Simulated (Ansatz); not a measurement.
Relaxed AlN (zinc blende):

```
AlN
1.0
    0.00000     4.36982     4.36982
    2.18491     2.18491     4.36982
    2.18491     2.18491     0.00000
N Al
2 2
Direct
  0.00000   0.75000   0.75000
  0.50000   0.75000   0.75000
  0.00000   0.00000   0.00000
  0.50000   0.00000   0.00000
```

A phonon eigenvector at X = (0.5, 0.5, 0.0) is frozen into this cell: atom i moves by Q times the vector below, so Q is the largest atomic displacement, in Å. The cell is held. (q is in reciprocal vectors of the primitive cell; the cell shown is doubled to hold the pattern.)

| atom | x | y | z |
|---|---|---|---|
| N1 | 0.000 | 0.000 | 1.000 |
| N2 | 0.000 | 0.000 | -1.000 |

Atoms not listed stay in place.

Method: r2SCAN (plane waves to 500 eV, PAW, scalar-relativistic; Ansatz, a first-principles code). k mesh 13×13×13 (Γ-centred), Fermi-Dirac smearing 0.05 eV. AlN was relaxed with its symmetry unable to fall. 

```tsv
Q (Å)	−dE/dQ from forces (eV/Å)
-0.180	9.624
-0.150	8.071
-0.120	6.490
-0.090	4.887
-0.060	3.267
-0.030	1.636
0.000	0.000
0.030	-1.636
0.060	-3.267
0.090	-4.887
0.120	-6.490
0.150	-8.071
0.180	-9.624
```

Q: What harmonic wavenumber does the curvature at Q = 0 give?

A: 728 cm⁻¹. E″ = 54.57 eV/Å², M = Σ mᵢ|uᵢ|² = 28.0 u, ν̃ = 521.5·√(|E″|/M).

(For displaced atoms, the force is minus the slope of the energy, and its curvature is a force constant, which sets phonon frequencies.)
